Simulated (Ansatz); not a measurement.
**Data sheet: AlV₄C₃ (DFT)**

AlV$_{4}$C$_{3}$:
Space group P6₃/mmc (No. 194); a = 2.9067 Å, b = 2.9067 Å, c = 22.7081 Å, α = 90.00°, β = 90.00°, γ = 120.00°

```json
[
 {"atom": "Al", "site": "2c", "symmetry": "-6m2", "x": "0.3333", "y": "0.6667", "z": "0.2500"},
 {"atom": "V", "site": "4e", "symmetry": "3m.", "x": "0.0000", "y": "0.0000", "z": "0.1545"},
 {"atom": "V", "site": "4f", "symmetry": "3m.", "x": "0.3333", "y": "0.6667", "z": "0.0543"},
 {"atom": "C", "site": "4f", "symmetry": "3m.", "x": "0.6667", "y": "0.3333", "z": "0.1078"},
 {"atom": "C", "site": "2a", "symmetry": "-3m.", "x": "0.0000", "y": "0.0000", "z": "0.0000"}
]
```

Space group P6_3/mmc (No. 194); conventional cell a = b = 2.907 Å, c = 22.708 Å, α = β = 90.00°, γ = 120.00°.

Method: the program Ansatz at the r²SCAN level (PAW). Structure relaxed to zero pressure with the same functional. Other levels are named where they apply.

### Cell and energy

| Property | Value |
|---|---|
| Volume per atom | 10.38 Å³ |
| Density | 5.33 g/cm³ |
| Formation energy from the elements (no fitted shifts) | -0.61 eV/atom |

### Electronic structure

| Item | Value |
|---|---|
| Electronic character | metallic (no gap) |
| Density of states at the Fermi level | 0.40 states/eV per atom (mean over ±0.08 eV) |

### Magnetism

| Property | Value |
|---|---|
| Magnetic order | non-magnetic (starting moments vanished) |

### Mechanics

| Property | Value |
|---|---|
| Bulk modulus (Birch–Murnaghan fit) | 2300 kbar |
| Pressure derivative B′ | 4.4 |

### Charges

| Quantity | Result |
|---|---|
| Bader charges | Al -0.26, V +1.04 to +1.59, C -1.71 to -1.59 e |

The start of the workflow was typed in or built on a structure type; the Crystallography Open Database copy checked does not list it. Whether it is the stable phase at ambient conditions was not checked. Symmetry was held in the r²SCAN relaxation; whether a distortion lowers the energy is not shown. The workflow began spin-polarised and lost its moments. The references are the lowest solids computed at this level, not always the standard phases.

Potentials: the later of the program's two PAW sets.
